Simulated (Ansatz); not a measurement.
Relaxed-ion elastic tensor of SrO (rock salt, space group No. 225) in GPa (Voigt order), PBEsol in the plane-wave PAW code Ansatz; density 5.12 g/cm³, 16.80 Å³ per atom.

```
 184  48.8  48.8   0.0   0.0   0.0
48.8   184  48.8   0.0   0.0   0.0
48.8  48.8   184   0.0   0.0   0.0
 0.0   0.0   0.0  54.8   0.0   0.0
 0.0   0.0   0.0   0.0  54.8   0.0
 0.0   0.0   0.0   0.0   0.0  54.8
```

Question: Is the crystal mechanically stable?

Answer: Yes: the smallest eigenvalue of C is 54.8 GPa.

Question: Work out the Voigt, Reuss and Hill averages.

Answer: K_V = 93.9, K_R = 93.9, K_H = 93.9; G_V = 59.9, G_R = 59.3, G_H = 59.6 GPa.

Question: Give Young's modulus, Poisson's ratio, Pugh's ratio and the universal anisotropy index.

Answer: E = 9KG/(3K + G) = 148 GPa; ν = 0.24; K/G = 1.58 (brittle by the Pugh limit of 1.75); A_U = 5G_V/G_R + K_V/K_R − 6 = 0.05.

Question: Estimate the sound speeds and the Debye temperature.

Answer: v_l = √((K + 4G/3)/ρ) = 5820 m/s, v_t = √(G/ρ) = 3410 m/s, mean 3780 m/s; Θ = (h/k)(3n/4πV)^(1/3) v_m = 440 K.

Question: Give the Zener ratio and Young's modulus along [100], [110] and [111].

Answer: A = 2C44/(C11 − C12) = 0.81; 1/E = S11 − 2(S11 − S12 − S44/2)Γ with Γ = 0, 1/4, 1/3 gives 163, 143, 138 GPa.

Question: Solve the Christoffel equation for the three sound speeds along [100], [110], [111].

Answer: Eigenvalues of C_ijkl n_j n_l equal ρv². In km/s, slowest first: [100] 3.27, 3.27, 5.99; [110] 3.27, 3.63, 5.78; [111] 3.52, 3.52, 5.71.

Space group Fm-3m (rock salt). Symmetry was held in the PBEsol relaxation.

Potentials: the earlier of the program's two PAW sets. The files were generated under PBE; for other functionals the program regenerates the frozen cores, and for LDA and PBEsol the local potential too.
